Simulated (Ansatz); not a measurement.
## Notes on Tl

```yaml
crystal:
  lattice:
    - [3.47613, 0.00000, 0.00000]
    - [-1.73807, 3.01042, 0.00000]
    - [0.00000, 0.00000, 5.55611]
  atoms:
    - { symbol: Tl, position: [0.33330, 0.66670, 0.25000] }
    - { symbol: Tl, position: [0.66660, 0.33330, 0.75000] }
```

Single point in Ansatz 0.2.0 with PBE, no spin polarisation. Cutoff 420 eV, PAW datasets, 11×11×6 Γ-centred k mesh, cold filling (width 0.0704 eV).

What happens at the Fermi level?

It is a metal, with about 0.79 states/eV a cell as the mean within 0.25 eV of the Fermi level, mostly Tl p (74 %) and Tl s (23 %).

What does the stress say?

The pressure is 2.5 GPa (compression positive), so with the atoms held at these fractions the cell would first expand.

Are the atoms at rest?

The forces vanish by the symmetry of the sites.

What do density and ELF say about some of the short contacts?

Tl–Tl at 3.43 Å: least valence density 0.12 e/Å³ and ELF 0.16 there. Both are smooth PAW fields, read partly inside the augmentation spheres.

Origin: a database entry at a rescaled volume.
